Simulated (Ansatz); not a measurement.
Relaxed-ion elastic tensor of BeTe (CsCl type, space group No. 221) in GPa (Voigt order), r²SCAN (plane waves, PAW; program Ansatz); density 5.91 g/cm³, 19.18 Å³ per atom.

```
 71.8   49.3   49.3    0.0    0.0    0.0
 49.3   71.8   49.3    0.0    0.0    0.0
 49.3   49.3   71.8    0.0    0.0    0.0
  0.0    0.0    0.0  -13.4    0.0    0.0
  0.0    0.0    0.0    0.0  -13.4    0.0
  0.0    0.0    0.0    0.0    0.0  -13.4
```

### Question
Is the crystal mechanically stable?

### Answer
No: the smallest eigenvalue of C is -13.4 GPa.

Space group Pm-3m (CsCl type). A made-up cell: these elements were put on the sites of a structure type; neither database checked (COD, Materials Project) lists it. COD files the formula under space group No. 216, so this cell is another polymorph or a model. Its standing as an ambient phase is unchecked. The cell was relaxed with r²SCAN under the symmetry of its start. At this level the phase is mechanically unstable. As this level gives no gap, shear constants depend on the k-mesh and smearing (Fermi–Dirac, 0.1 eV here). Spin–orbit coupling is left out wherever it is not named.

Potentials: the later of the program's two PAW sets.
